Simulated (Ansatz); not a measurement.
## Pt: two-dimensional strain map

Computed with DFT PBEsol, scalar-relativistic, plane waves, PAW (Ansatz). Cutoff 420 eV, Γ-centred 26×26×26 k-points, Gaussian smearing of 0.15 eV. Spin–orbit coupling is left out, which can shift energies with elements as heavy as these. No spin polarisation. Energies are free energies at this smearing, counted from the undisturbed cell; pressure is positive in compression.

Reference structure (relaxed at this level; with this scan's settings it stands at 0.1 GPa; this bcc form isn't the usual structure):

```xyz
1
Lattice="-1.5605 1.5605 1.5605 1.5605 -1.5605 1.5605 1.5605 1.5605 -1.5605" Properties=species:S:1:pos:R:3 pbc="T T T"
Pt    0.0000    0.0000    0.0000
```

The cell is strained by p along both x and y and by q along z, fractional coordinates fixed. Points are written (p, q).

Energy above the undisturbed cell in meV/atom (a dash: not computed):

| p \ q | -0.030 | -0.015 | 0.000 | 0.015 | 0.030 |
| --- | --- | --- | --- | --- | --- |
| -0.030 | 122.3 | 82.6 | 49.6 | 23.2 | 2.8 |
| -0.015 | 51.5 | 28.9 | 11.9 | 0.4 | -6.0 |
| 0.000 | 9.7 | 2.4 | 0.0 | 2.0 | 8.2 |
| 0.015 | -6.9 | -0.3 | 10.2 | 24.5 | 42.0 |
| 0.030 | -1.4 | 17.5 | 39.7 | 64.8 | 92.6 |

Pressure in GPa:

| p \ q | -0.030 | -0.015 | 0.000 | 0.015 | 0.030 |
| --- | --- | --- | --- | --- | --- |
| -0.030 | 32.4 | 25.9 | 19.9 | 14.4 | 9.4 |
| -0.015 | 19.9 | 14.3 | 9.2 | 4.5 | 0.2 |
| 0.000 | 9.2 | 4.5 | 0.1 | -3.9 | -7.5 |
| 0.015 | 0.2 | -3.8 | -7.5 | -10.9 | -13.9 |
| 0.030 | -7.4 | -10.8 | -13.9 | -16.7 | -19.2 |